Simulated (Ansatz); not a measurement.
SiRu2 in space group P4/nmm (No. 129; Ru on 2a, Ru on 2c, Si on 2c) under volume change, PBE in the plane-wave PAW code Ansatz, shape and atoms relaxed at each volume.

```tsv
V (Å³/atom)	E − E(relaxed) (meV/atom)	P (GPa)
12.738	98.7	27.45
13.157	41.2	16.69
13.577	9.7	7.63
13.997	0.0	0.00
14.417	8.6	-6.41
14.837	32.6	-11.75
15.257	69.4	-16.17
```

Q: What does a third-order Birch–Murnaghan fit give for V₀, B₀ and B′?

A: V₀ = 14.00 Å³/atom, B₀ = 232 GPa, B′ = 4.8.

The cell is a constructed one: a structure type filled with these elements; neither database checked (COD, Materials Project) lists it. Its standing as an ambient phase is unchecked. The PBE relaxation kept the symmetry of its start; whether a distortion lowers the energy is not shown. No spin polarisation was allowed.

Potentials: the later of the program's two PAW sets.
